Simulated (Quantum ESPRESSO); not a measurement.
Cheap against tight settings: TlCl

```xyz
2
Lattice="3.8375 0.0000 0.0000 0.0000 3.8375 0.0000 0.0000 0.0000 3.8375" Properties=species:S:1:pos:R:3 pbc="T T T"
Tl     0.0000     0.0000     0.0000
Cl     1.9187     1.9187     1.9187
```
The geometry is a computed Materials Project entry, not a measured one. It is TlCl in Pm-3m; whether this form has been observed was not checked. Stability against distortions was not tested.

Method: σ by PBE GIPAW (a modified build of Quantum ESPRESSO, JTH PAW datasets). The cutoff rises from row to row, with the meshes as listed. Costs are rough, from a shared machine. These are absolute shieldings with no macroscopic susceptibility term; δ = σ_ref − σ needs a reference computed alike. No spin–orbit coupling; Tl is the heaviest element present. No d partial waves on Cl: the paramagnetic term there is incompletely reconstructed. Static lattice: thermal averaging is not included.

```
setting  cutoff (Ha)           k-mesh  σ_iso Cl (ppm)  f-sum rule missed by (%)  rough cost ratio
-------  -----------  ---------------  --------------  ------------------------  ----------------
A                 13  3×3×3 through Γ           891.8                      0.64           about 1
B                 15    3×3×3 shifted           987.6                      0.83           about 1
C                 25    5×5×5 shifted           629.3                      0.05                 6
D                 35    7×7×7 shifted           605.1                      0.01                10
```

Largest change from the last row but one to the last: σ_iso Cl (ppm) by -24.2.
